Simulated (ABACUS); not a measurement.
Band structure of AlN (P6_3mc, 4 atoms in the cell; from Materials Project mp-661).

```
AlN
1.0
    3.12859     0.00000     0.00000
   -1.56429     2.70944     0.00000
    0.00000     0.00000     5.01696
Al N
2 2
Direct
  0.66667   0.33333   0.49929
  0.33333   0.66667   0.99929
  0.66667   0.33333   0.88071
  0.33333   0.66667   0.38071
```

All values come from this method and carry its errors: PBE, PseudoDojo 0.5 standard norm-conserving PBE (tails mended) pseudopotentials (plane waves; ABACUS).

Settings: KPT = Gamma 10 10 6 0 0 0; basis_type = pw; dft_functional = PBE; ecutwfc = 84 Ry; smearing_method = fixed; potentials = PseudoDojo 0.5 standard norm-conserving PBE (tails mended); symmetry = 1; symmetry_prec = 1e-05; ks_solver = dav_subspace; scf_nmax = 100; scf_thr = 1.0e-09 Ry; mixing_type = broyden; mixing_beta = 0.7.

The structure comes from a collection of computed structures, made at another level of theory; the collection holds predicted forms beside known ones.

Q: Predict the gap along the standard path and the places of the band edges.

A: The gap along the path is 4.05 eV, direct at Γ to within 0.01 eV.

Points are given in units of this cell's reciprocal vectors. Levels in eV from the top of the valence band on the SCF mesh, bands 5 to 12:
| point | 5 | 6 | 7 | 8 | 9 | 10 | 11 | 12 |
|---|---|---|---|---|---|---|---|---|
| Γ (0 0 0) | -0.84 | -0.20 | -0.20 | 0.00 | 4.05 | 6.54 | 10.44 | 11.07 |
| M (0.5 0 0) | -3.29 | -2.05 | -1.74 | -0.68 | 5.77 | 5.79 | 8.04 | 10.15 |
| K (0.333 0.333 0) | -3.75 | -2.41 | -2.35 | -2.35 | 5.06 | 8.29 | 9.56 | 9.56 |
| A (0 0 0.5) | -0.53 | -0.53 | -0.53 | -0.53 | 6.32 | 6.32 | 10.18 | 10.18 |
| L (0.5 0 0.5) | -1.44 | -1.44 | -1.35 | -1.35 | 5.26 | 5.26 | 9.18 | 9.18 |
| H (0.333 0.333 0.5) | -3.79 | -3.79 | -0.79 | -0.79 | 7.37 | 7.37 | 7.73 | 7.73 |

“Tails mended”: in these copies of the files the far tail of each local potential was reset to the Coulomb form.
